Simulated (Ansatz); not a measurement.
How CaCu2Si2 stores the work of compression

Method: DFT PBEsol, scalar-relativistic, plane waves, PAW (Ansatz 0.2.0). Settings: 420 eV cutoff, 12×12×12 k-mesh, Gaussian smearing of 0.10 eV, no spin polarisation.

Reference structure (relaxed):

```
CELL_PARAMETERS angstrom
-2.00172 2.00172 4.90795
2.00172 -2.00172 4.90795
2.00172 2.00172 -4.90795
ATOMIC_POSITIONS crystal
Ca 0.00000 0.00000 0.00000
Si 0.37963 0.37963 0.00000
Si 0.62037 0.62037 0.00000
Cu 0.75000 0.25000 0.50000
Cu 0.25000 0.75000 0.50000
```

Cell and atoms were relaxed at each target pressure within the start's symmetry (I4/mmm), at zero temperature; other phases can be more stable under pressure. H = E + PV with P the target; E is the free energy at the smearing used, whose derivative the pressure is, per atom and counted from zero pressure. The mesh named is that at zero pressure; some other pressures ran on another.

| P (GPa) | V (Å³/atom) | E − E0 (meV) | H − H0 (meV) |
| --- | --- | --- | --- |
| 0 | 15.733 | 0.0 | 0.0 |
| 1 | 15.584 | 0.5 | 97.7 |
| 4 | 15.176 | 6.7 | 385.6 |
| 12 | 14.304 | 49.2 | 1120.5 |
| 25 | 13.276 | 165.1 | 2236.7 |
| 50 | 11.983 | 460.0 | 4199.6 |
| 90 | 10.699 | 1008.2 | 7018.0 |

Problem. Thermodynamics gives dH/dP = V along a relaxed path. Integrate V over P by the trapezoid rule and compare with the computed enthalpies.

Solution. With 1 eV/Å³ = 160.22 GPa, each step adds the mean volume times ΔP / 160.22:
| P (GPa) | ∫V dP (meV) | H − H0 (meV) | difference (meV) |
| --- | --- | --- | --- |
| 1 | 97.7 | 97.7 | 0.0 |
| 4 | 385.7 | 385.6 | 0.1 |
| 12 | 1121.7 | 1120.5 | 1.2 |
| 25 | 2240.6 | 2236.7 | 3.9 |
| 50 | 4211.3 | 4199.6 | 11.7 |
| 90 | 7042.6 | 7018.0 | 24.7 |

V(P) curves upward, so the trapezoid rule runs high; integrating a smooth curve through the same points (P as a polynomial of degree 4 in ln V) puts that excess at about 24.4 meV at 90 GPa, against the 24.7 meV found.

Problem. At 90 GPa, how much of the enthalpy change is stored energy and how much is the PV term?

Solution. E rises by 1008 meV/atom and PV is 90 × 10.699 / 160.22 = 6010 meV/atom, so PV makes 86 % of ΔH. So between rival structures at high pressure a small difference in volume can outweigh the difference in energy: 1 % of this volume is worth 60.1 meV/atom at this pressure.

Problem. What bulk modulus do the lowest pressures give?

Solution. From the pressures that the runs reached, -1.01 GPa (15.892 Å³) and 1.00 GPa (15.584 Å³), B = −ΔP/Δln V = 2.01 / 0.0196 = 102 GPa, a mean over that range.